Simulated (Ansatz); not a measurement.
Consider the following.

GeSe₂:
```yaml
crystal:
  lattice:
    - [5.44875, 0.00000, 0.00000]
    - [0.00000, 6.95384, 0.00000]
    - [0.00000, 0.00000, 4.10527]
  atoms:
    - { symbol: Ge, position: [0.00000, 0.00000, 0.00000] }
    - { symbol: Ge, position: [0.50000, 0.50000, 0.50000] }
    - { symbol: Se, position: [0.16524, 0.38449, 0.00000] }
    - { symbol: Se, position: [0.66524, 0.11551, 0.50000] }
    - { symbol: Se, position: [0.33476, 0.88449, 0.50000] }
    - { symbol: Se, position: [0.83476, 0.61551, 0.00000] }
```

This is the PBE-relaxed structure.

All from PBE (plane waves, PAW; program Ansatz), unless another level is named. Predict the electronic character.

metallic (no gap).

Give the formation energy from the elements (no fitted shifts).

-0.065 eV/atom.

Predict the density of states at the Fermi level.

0.12 states/eV per atom (mean over ±0.08 eV).

Space group Pnnm. A made-up cell: these elements were put on the sites of a structure type; neither database checked (COD, Materials Project) lists it. Its standing as an ambient phase is unchecked. The PBE relaxation kept the symmetry of its start; whether a distortion lowers the energy is not shown. The references are the lowest solids computed at this level, not always the standard phases. Spin–orbit coupling is left out wherever it is not named.

Potentials: the later of the program's two PAW sets.
